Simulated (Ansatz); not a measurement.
**La3Ge5: Coordination and ¹³⁹La quadrupole coupling**

Cell: a Materials Project structure (computed, not necessarily an observed phase), atoms as given.

Space group Fdd2 (No. 43); a = 6.1052, b = 18.2502, c = 14.3792 Å.

```csv
site,Wyckoff,site symmetry,x,y,z
La1,16b,1,0.2537,0.4179,0.3074
La5,8a,..2,0.5000,0.5000,0.5522
Ge7,16b,1,0.5198,0.3382,0.6377
Ge11,16b,1,0.5232,0.6747,0.4654
Ge15,8a,..2,0.5000,0.5000,0.9850
```

One atom of each set is listed; the run and its k-mesh use a cell of 16 atoms with edges of 11.62, 7.81, 9.62 Å.

All values are calculated (Ansatz; DFT, PBE, plane waves and PAW, scalar-relativistic, 420 eV cutoff, Γ-centred 6×6×6 k-points, Fermi–Dirac smearing 0.05 eV), not measured.

Q(¹³⁹La) = 206.0 mb.

Question: Rank these La sites by |C_Q|, smallest first.
A. La5: 10 Ge at 3.19–3.43 Å
B. La1: 10 Ge at 3.14–3.48 Å

Answer: B (11.2 MHz, η = 0.69), A (13.4 MHz, η = 0.55).

The run finds no gap above 0.1 eV (a metal, or nearly one), so the gradients can move by 10 % or more with the k-mesh. Without spin–orbit coupling (the program notes it for La) the gradients can shift somewhat, as the gap is small.
